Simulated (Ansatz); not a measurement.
Recipe of this trial structure of IrC2N2: two interpenetrating cyanide-bridged diamond nets (P-43m, No. 215). Lengths were set from tabulated atomic sizes, so they are only a guess.

Space group P-43m (No. 215). a = 5.883 Å, b = 5.883 Å, c = 5.883 Å, α = 90.00°, β = 90.00°, γ = 90.00°
```tsv
atom	site	symmetry	x	y	z
Ir	1a	-43m	0.0000	0.0000	0.0000
Ir	1b	-43m	0.5000	0.5000	0.5000
C	4e	.3m	0.1881	0.1881	0.1881
N	4e	.3m	0.3030	0.3030	0.3030
```

Computed with DFT PBE, scalar-relativistic, plane waves, PAW (Ansatz 0.2.0). Cutoff 420 eV, Gaussian smearing, Γ-centred meshes. Cell and atoms relax first on a coarse mesh and then on a finer one. In between, the cell is made exact in the group found at 0.06 Å. In metals the finer mesh still leaves noise of several meV/atom or more. The steps can't lower the symmetry of their start. Collinear spin, starting moments Ir 1.0 (×2) μB.

A guess keeps its type if space group and coordination stay and the shape of the cell changes little (axis ratios within about 15 %, angles within 6°); the volume may change.

Task: Does it keep its structure type, or change into something else?

Result: It keeps its type. The symmetry stays P-43m (No. 215). The volume per atom shrinks by 3.2 %, from 20.4 to 19.7 Å³. The shortest distance goes from 1.17 Å (C–N) to 1.20 Å (C–N). Counting neighbours within 15 % of an atom's shortest distance, the start has C 1, Ir 4, N 1 and the end C 1, Ir 4, N 1.

The zero of energy is the elements' standard structures at the same level (N₂ as a molecule); no fitted shifts are applied.

Task: At what energy does it end?

Result: +0.80 eV/atom. The separate elements lie lower, so it is unstable against them.

The last run used collinear spin, a 6×6×6 mesh for its 10-atom cell and Gaussian smearing of 0.10 eV. Spin–orbit coupling, which can matter for Ir, is left out. The reference form of C is held partly by dispersion forces, which this level lacks. The magnetic state reached may not be the lowest. Symmetry constrained the relaxation, so the result can be a saddle point.
